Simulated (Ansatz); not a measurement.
Relaxed-ion elastic tensor of Ti in space group P6/mmm (No. 191; Ti on 1a, Ti on 2d) in GPa (Voigt order), PBEsol (plane waves, PAW; program Ansatz); density 4.83 g/cm³, 16.47 Å³ per atom.

```
      1     2     3     4     5     6
-  ----  ----  ----  ----  ----  ----
1   204  90.6  57.9   0.0   0.0   0.0
2  90.6   204  57.9   0.0   0.0   0.0
3  57.9  57.9   257   0.0   0.0   0.0
4   0.0   0.0   0.0  54.2   0.0   0.0
5   0.0   0.0   0.0   0.0  54.2   0.0
6   0.0   0.0   0.0   0.0   0.0  56.8
```

Question: Is the crystal mechanically stable?

Answer: Yes: the smallest eigenvalue of C is 54.2 GPa.

Question: Work out the Voigt, Reuss and Hill averages.

Answer: K_V = 120, K_R = 120, K_H = 120; G_V = 63.6, G_R = 60.5, G_H = 62.1 GPa.

Question: Give Young's modulus, Poisson's ratio, Pugh's ratio and the universal anisotropy index.

Answer: E = 9KG/(3K + G) = 159 GPa; ν = 0.28; K/G = 1.93 (ductile by the Pugh limit of 1.75); A_U = 5G_V/G_R + K_V/K_R − 6 = 0.25.

Question: Estimate the sound speeds and the Debye temperature.

Answer: v_l = √((K + 4G/3)/ρ) = 6480 m/s, v_t = √(G/ρ) = 3590 m/s, mean 3990 m/s; Θ = (h/k)(3n/4πV)^(1/3) v_m = 467 K.

Question: Solve the Christoffel equation for the three sound speeds along x, y, z.

Answer: Eigenvalues of C_ijkl n_j n_l equal ρv². In km/s, slowest first: x 3.35, 3.43, 6.50; y 3.35, 3.43, 6.50; z 3.35, 3.35, 7.29.

Question: How much does each axis shrink under pressure?

Answer: Linear compressibilities β_i = Σ_j S_ij (j = 1 to 3): x 2.9, y 2.9, z 2.6 per TPa.

This is a known high-pressure phase of the composition, computed here at zero pressure and temperature. The cell was relaxed with PBEsol under the symmetry of its start; of distortions, only those at the zone centre were tested. The run is not spin-polarised. As this level gives no gap, shear constants depend on the k-mesh and smearing (Fermi–Dirac, 0.1 eV here).

Potentials: the earlier of the program's two PAW sets.
